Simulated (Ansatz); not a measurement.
TiN (rock salt)

```yaml
crystal:
  lattice:
    - [0.00000, 2.10193, 2.10193]
    - [2.10193, 0.00000, 2.10193]
    - [2.10193, 2.10193, 0.00000]
  atoms:
    - { symbol: N, position: [0.00000, 0.00000, 0.00000] }
    - { symbol: Ti, position: [0.50000, 0.50000, 0.50000] }
```

The slice is a {110} plane (indices of the conventional cell) through the point (0.000, 0.000, 0.000) (fractional), spanned by u = [100] and v = [1 -1 -1] in vectors of this cell: u (2.97 Å) and v (4.20 Å, at 90° to u). It covers one period; positions are fractions (u, v).

These are PBEsol (plane waves to 420 eV, PAW, scalar-relativistic; Ansatz, an electronic-structure program) values and carry that method's errors. k mesh 19×19×19. Inside the PAW spheres the values are not all-electron values, and peaks at nuclei hang on which shells count as valence. The PAW data are Ansatz's earlier set. TiN is run without spin polarisation. TiN was relaxed with its symmetry unable to fall.

### Question
What is the valence density on the shortest N–Ti line in this plane (2.10 Å), at its midpoint?

### Answer
0.54 e/Å³.

### Question
What is the ELF at the midpoint of the shortest N–Ti line in this plane (2.10 Å)?

### Answer
0.18.

### Question
Predict the map of the electrostatic potential energy of an electron, from the cell's mean on the slice.

### Answer
```
|xxxxxx778777887xxxxx|
|xxxxxx888888888xxxxx|
|xxxxxx898888898xxxxx|
|xxxxx89999999998xxxx|
|xxxx7899999999987xxx|
|33456899999999987543|
|00135688999998865310|
|00001468999997641000|
|xxxx0046899986400xxx|
|xxxxx00578987500xxxx|
|xxxxxx036888630xxxxx|
|xxxxxx015787510xxxxx|
|xxxxxx004777400xxxxx|
|xxxxxxx0467640xxxxxx|
|xxxxxx004777400xxxxx|
|xxxxxx015787510xxxxx|
|xxxxxx036888630xxxxx|
|xxxxx00578987500xxxx|
|xxxx0046899986400xxx|
|00001467999998641000|
|00135688999998865310|
|33457899999999986543|
|xxxx7899999999987xxx|
|xxxxx89999999998xxxx|
|xxxxxx898888898xxxxx|
|xxxxxx888888888xxxxx|
|xxxxxx788777877xxxxx|
|xxxxxxx7877787xxxxxx|
```
Scale: ten equal steps from 3.00 (start of '0') to 11.42 (end of '9'), in the order '0123456789'. Values: electrostatic potential energy of an electron, from the cell's mean, in eV. The map has 20 points along u (one character each, u = 0 at the left) and 28 along v (v = 0 in the bottom row). Points within 0.9 Å of a nucleus are blanked (x), as the pseudised field means little there. Values under 3 eV are set to 3. The zero, the cell's mean, hangs on the PAW cores.
